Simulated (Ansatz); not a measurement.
**Ca: opening a crack plane**

Ca, I4/mmm, a = 4.328 Å, c = 4.306 Å. This isn't the element's structure at ambient conditions. Ansatz: PBEsol, PAW, 420 eV, Γ-centred 17×17×5 mesh on 4 atoms, Gaussian smearing 0.15 eV; no spin polarisation. One cut on (-110) per cell of 4 atoms is opened rigidly by x, between planes of Ca and Ca that stand 3.06 Å apart; y is the energy per area (13.177 Å², 1 eV/Å² = 16.02 J/m²).

| x (Å) | y (J/m²) |
| --- | --- |
| 0.00 | 0.000 |
| 0.25 | 0.029 |
| 0.50 | 0.103 |
| 0.75 | ? |
| 1.00 | 0.309 |
| 1.50 | 0.517 |
| 2.00 | 0.688 |
| 3.00 | 0.904 |
| 4.50 | 1.021 |
| 6.00 | 1.040 |

Question: Fit the universal binding curve y = W[1 − (1 + x/l) e^(−x/l)] to the other rows, give the peak stress, and predict the missing value.

Answer: Least squares gives W = 1.06 J/m² and l = 0.912 Å. The stress dy/dx peaks at x = l with W/(e l) = 4.3 GPa, for rigid faces. At x = 0.75: x/l = 0.822, y = 0.211 J/m². The run gave 0.201 J/m², so the fit is 0.010 J/m² too high, within twice the rms miss on the fitted rows (0.008 J/m²).

Cost: 12 runs of about 10 core-minutes in all, on Intel Xeon (Skylake/Cascade Lake) (shared hosts).